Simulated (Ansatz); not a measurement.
SnPd3 (Cu3Au type, space group No. 221) under volume change, PBEsol in the plane-wave PAW code Ansatz, scaled uniformly.

```
V (Å³/atom)  E − E(relaxed) (meV/atom)     P (GPa)
-----------  -------------------------  ----------
14.276                            86.6       21.70
14.746                      (withheld)  (withheld)
15.217                      (withheld)  (withheld)
15.688                             0.0        0.00
16.158                             7.4       -4.88
16.629                            27.8       -8.90
17.100                            59.0      -12.19
```

Complete the blanks.


- 15.217, E − E(relaxed) (meV/atom): 8.4
- 15.217, P (GPa): 5.92
- 14.746, E − E(relaxed) (meV/atom): 36.0
- 14.746, P (GPa): 13.07

What does a third-order Birch–Murnaghan fit give for V₀, B₀ and B′?

V₀ = 15.69 Å³/atom, B₀ = 179 GPa, B′ = 5.4.

Space group Pm-3m (Cu3Au type). The workflow started from an entry of the Crystallography Open Database (COD), which files this formula under 2 space groups. Whether it is the stable phase at ambient conditions was not checked. The cell was relaxed with PBEsol under the symmetry of its start; its stability against distortions is not shown here. The run is not spin-polarised. Scalar-relativistic: spin–orbit coupling is off unless named, which matters more the heavier the elements.

Potentials: the later of the program's two PAW sets.
